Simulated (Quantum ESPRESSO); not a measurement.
# Kohn-Sham bands of Ca₃BiN (anti-perovskite)

```
Ca3BiN
1.0
    4.90035     0.00000     0.00000
    0.00000     4.90035     0.00000
    0.00000     0.00000     4.90035
Ca Bi N
3 1 1
Direct
  0.50000   0.00000   0.50000
  0.00000   0.50000   0.50000
  0.50000   0.50000   0.00000
  0.00000   0.00000   0.00000
  0.50000   0.50000   0.50000
```

Materials Project entry mp-31149; symmetrised, unrelaxed at this level. COD (Crystallography Open Database) has an entry of this formula and space group (matched by these alone). Computed values, not measurements, from LDA: Quantum ESPRESSO (norm-conserving PseudoDojo potentials, cutoff 68 Ry, no spin polarisation, no spin-orbit coupling) on a Γ-centred 4×4×4 mesh, then Wannier90. Density: 6×6×6 mesh, Gaussian smearing 0.01 Ry. Spin-orbit coupling is left out although heavy elements are present.

List the Kohn-Sham levels between −8 and 3.4 eV relative to the valence-band maximum at the high-symmetry points, as a band run of pw.x on that density gives them (levels within 2 meV counted together).


| point | k (reciprocal lattice) | levels (eV) |
|---|---|---|
| Γ | 0.000 0.000 0.000 | -1.50 (×3), 0.00 (×3), 0.35 (×2), 0.84, 1.44 (×3) |
| X | 0.000 0.500 0.000 | -3.28, -2.19, -1.26 (×2), -1.26 (×2), 1.41, 1.91, 1.93, 2.74, 3.17 |
| M | 0.500 0.500 0.000 | -3.36 (×2), -1.57 (×2), -1.49, -1.39, 2.02, 2.61 (×2), 2.81 (×2), 2.99 |
| R | 0.500 0.500 0.500 | -2.76 (×3), -2.03 (×3), 1.94 (×3), 3.14, 3.19 (×3) |
